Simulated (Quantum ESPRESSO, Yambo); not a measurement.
## Levels of theory for the gap of YOF

YOF (space group P4/nmm, No. 129): one geometry, one set of norm-conserving PBEsol (Quantum ESPRESSO, 84 Ry, with spin-orbit coupling) orbitals, self-energies from Yambo (4×4×2 Γ-centred k mesh, 192 bands and a 6 Ry block in the screening, 192 bands in G with the Bruneval-Gonze terminator, plasmon pole fitted at 27.2 eV).

The geometry is that of Materials Project entry mp-10219, symmetrised and not relaxed again.

```csv
level,"gap (0.25, 0.25, -0.5) → Γ (eV)",direct gap at Γ (eV),rough Yambo cost
PBEsol (Quantum ESPRESSO),4.95,5.18,–
exchange only (Hartree-Fock self-energy on PBEsol orbitals),14.82,14.99,about 1/10 (17 states)
static COHSEX@PBEsol,7.28,7.56,within a factor of two (3 states)
"G0W0@PBEsol, plasmon pole",6.55,6.80,1 (17 states)
```

Bare exchange has no screening and gives the widest gap; static COHSEX screens it but leaves out the frequency dependence, which G0W0 restores.

Costs are rough ratios of core time on shared machines.

Nearest settings tried, and what they do to the gap: 90 bands in W, 90 bands in G: +419 meV; 3 Ry block (49 vectors against 129): -62 meV. Not varied: mesh. So the settings aren't converged at that level.

The structure is a Materials Project entry; no match was found in the copy of COD used, and its stability was not checked.
